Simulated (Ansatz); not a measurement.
LaSiNi in space group I4_1md (No. 109; La on 4a, Si on 4a, Ni on 4a), r²SCAN in the plane-wave PAW code Ansatz, all energies at zero smearing, with the estimated change up to a 700 eV cutoff added, with one set of potentials and settings (totals compare only within such a set). Cell of 6 atoms (2 La, 2 Si, 2 Ni): -25502.480 eV.

| element | reference phase | E (eV/atom) |
|---|---|---|
| La | P6_3/mmc, 4 atoms in the cell | -6264.6784 |
| Si | Fd-3m, 2 atoms in the cell | -639.0667 |
| Ni | Fm-3m, 1 atoms in the cell, spin-polarised | -5845.2912 |

Formation energy per atom, worked out: (-25502.480 − 2×(-6264.6784) − 2×(-639.0667) − 2×(-5845.2912))/6 = -0.735 eV/atom (-71 kJ per mol of atoms), at 0 K, without zero-point energy or fitted corrections.

The workflow started from a Materials Project entry (that database holds measured and hypothetical structures alike); the Crystallography Open Database copy checked does not list it. With Si and Ni taken as one species the cell has the higher symmetry I4_1/amd, so it may be an ordered model of a mixed-site phase. Its standing as an ambient phase is unchecked. The cell was relaxed with r²SCAN under the symmetry of its start; whether a distortion lowers the energy is not shown. The run is not spin-polarised. The references are the lowest solids computed at this level, not always the standard phases. Scalar-relativistic: spin–orbit coupling is off unless named, which matters more the heavier the elements.

Potentials: the later of the program's two PAW sets.
